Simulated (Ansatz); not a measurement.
The relaxed structure here is a generated cell of CdO: the first start was made by placing the elements on the sites of a structure type, and the end was not matched to a known phase here, so it may be hypothetical. Known forms of CdO include space group No. 225.

A structure of CdO relaxed with PBEsol (plane waves to 420 eV, PAW, scalar-relativistic; Ansatz, a first-principles code); single points at other levels follow on the same geometry (Ansatz, PAW; HSE06 at 420 eV on a 8×4×4 k-mesh; no spin-orbit coupling). Space group Pbcm (No. 57).

CdO has the orthorhombic space group Pbcm (No. 57), Pearson symbol oP8. Cell: a = 3.035 Å, b = 5.967 Å, c = 5.908 Å, α = 90.00°, β = 90.00°, γ = 90.00°. Cd on 4a sees 2 O at 2.133 Å (linear). O on 4d has 2 Cd at 2.133 Å (bent). (Neighbours: up to the widest gap in distance over summed covalent radii, below 1.35, at either atom; cation-cation and far metal-metal contacts left out.)

| level | gap (eV) | kind | conduction minimum |
|---|---|---|---|
| PBEsol | 0.45 | indirect | Γ |
| HSE06 | 1.18 | – | Γ |

HSE06 gaps come from a coarse mesh plus a few chosen points, so they may be too large. No spin polarisation in the result.

The run could not lose the symmetry of its start: the end is stationary, and may be a saddle point rather than a minimum.

It was reached from a disturbed copy of a Pmma (No. 51) cell, against which it lies -0.01 eV/atom.
